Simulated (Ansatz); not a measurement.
MgTiNO:
```xyz
8
Lattice="2.9784 0.0000 0.0000 0.0000 2.9784 0.0000 0.0000 0.0000 8.7227" Properties=species:S:1:pos:R:3 pbc="T T T"
Ti     1.4892     0.0000     7.7222
N      0.0000     1.4892     7.6200
Ti     0.0000     1.4892     1.0006
N      1.4892     0.0000     1.1027
Mg     1.4892     0.0000     3.2839
O      0.0000     1.4892     3.2927
Mg     0.0000     1.4892     5.4388
O      1.4892     0.0000     5.4301
```

Relaxed with PBE. Special points in fractions of this cell's reciprocal vectors: Γ (0.000, 0.000, 0.000); X (0.000, 0.500, 0.000); M (0.500, 0.500, 0.000); Z (0.000, 0.000, 0.500); R (0.000, 0.500, 0.500); A (0.500, 0.500, 0.500).

Q: List the band energies nearest the Fermi level at these points for DFT-PBE in the program Ansatz with PAW potentials.

A: In eV from the Fermi level; about four levels below and three above (degenerate sets whole), none deeper than 8.9 eV; points with the same levels are listed once.

```csv
k,below,above
Γ,-2.55 -2.25 -2.25 -1.08,0.40 0.40 0.94
X,-4.53 -4.53 -3.94 -3.94,1.47 1.47 1.79 1.79
M,-3.75 -3.75 -1.67 -1.67,1.97 1.97 2.43 2.43
Z,-2.55 -2.30 -2.30 -1.09,0.44 0.44 0.94
R,-4.20 -4.20 -3.94 -3.94,1.47 1.47 1.67 1.67
A,-3.93 -3.93 -1.46 -1.46,1.87 1.87 2.52 2.52
```

Space group P4/nmm. The start of the workflow was typed in or built on a structure type; neither database checked (COD, Materials Project) lists it. Its standing as an ambient phase is unchecked. The PBE relaxation kept the symmetry of its start; its stability against distortions is not shown here. The workflow began spin-polarised and lost its moments. The compound may be a true metal, but semilocal functionals without U, or a wrong spin order, can also close a gap.

Potentials: the earlier of the program's two PAW sets.
